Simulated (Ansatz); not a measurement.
BP in space group P6_422 (No. 181; B on 3c, P on 3d) at seven volumes, PBEsol (plane waves, PAW; program Ansatz), shape and atoms relaxed at each. One row is withheld.

| V (Å³/atom) | P (GPa) |
|---|---|
| 9.686 | 20.57 |
| 10.005 | ? |
| 10.324 | 5.87 |
| 10.644 | 0.02 |
| 10.963 | -5.04 |
| 11.282 | -9.40 |
| 11.602 | -13.16 |

**Question.** Fit the shown pressures and predict the withheld one.

**Answer.** P = (3/2)B₀(x^(7/2) − x^(5/2))[1 + (3/4)(B′ − 4)(x − 1)] with x = (V₀/V)^(2/3). Least squares on the six rows gives V₀ = 10.644 Å³/atom, B₀ = 181 GPa, B′ = 3.94. At V = 10.005, x = 1.0421 and P = 12.66 GPa. The run itself gave 12.67 GPa.

The start of the workflow was typed in or built on a structure type; neither database checked (COD, Materials Project) lists it. It is not the phase usual at ambient conditions (space group No. 216). The PBEsol relaxation kept the symmetry of its start; of distortions, only those at the zone centre were tested.

Potentials: the later of the program's two PAW sets.
